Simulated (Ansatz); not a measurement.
Trial structure of Li3B2H, not yet relaxed:

Space group P-3m1 (No. 164). a = 3.290 Å, b = 3.290 Å, c = 8.129 Å, α = 90.00°, β = 90.00°, γ = 120.00°
| atom | site | symmetry | x | y | z |
| --- | --- | --- | --- | --- | --- |
| Li | 2d | 3m. | 0.3333 | 0.6667 | 0.8404 |
| Li | 1b | -3m. | 0.0000 | 0.0000 | 0.5000 |
| B | 2d | 3m. | 0.3333 | 0.6667 | 0.3298 |
| H | 1a | -3m. | 0.0000 | 0.0000 | 0.0000 |

Computed with DFT PBE, scalar-relativistic, plane waves, PAW in Ansatz 0.2.0. Settings: cutoff 420 eV, Γ-centred mesh 6×6×2 on the computed 6-atom cell, Gaussian smearing of 0.10 eV; no spin polarisation.

Formation energies are uncorrected and refer to the elements' standard structures at the same level (H₂ as a molecule).

Task: How far from equilibrium is it?

Result: The pressure is -4.8 GPa (the mean over three directions, positive in compression), the largest force is 0.86 eV/Å, and the energy is +0.93 eV/atom against the elements. The shortest distance is 2.30 Å.

Task: How much does it gain on relaxing, and where does it end?

Result: Relaxing gains about 0.38 eV/atom (the start's value is from the coarse mesh, so the gain is rough) in 24 ionic steps and ends at +0.55 eV/atom on the finer mesh. The symmetry stays P-3m1 (No. 164). The volume per atom shrinks by 36.7 %, from 12.7 to 8.0 Å³. The shortest distance goes from 2.30 Å (Li–H) to 1.80 Å (Li–H). The ratio c/a of the conventional cell changes by a factor of 1.72. Conventional cell: a = 2.355 Å, c = 10.035 Å. Li on a site of symmetry 3m has 3 H at 1.80 Å, 6 Li at 2.36 Å and 3 B at 2.36 Å; B has 6 Li at 2.34–2.36 Å and 6 B at 2.36 Å; H has 6 Li at 1.80 Å; 1 more site not described.

The last run used an 18×18×4 mesh (in the run's order of axes) for its 6-atom cell and Gaussian smearing of 0.10 eV. With hydrogen, zero-point motion can shift formation energies by some tens of meV/atom. The relaxation can't lower the symmetry of the start. A structure relaxed within its symmetry needn't be a true minimum.
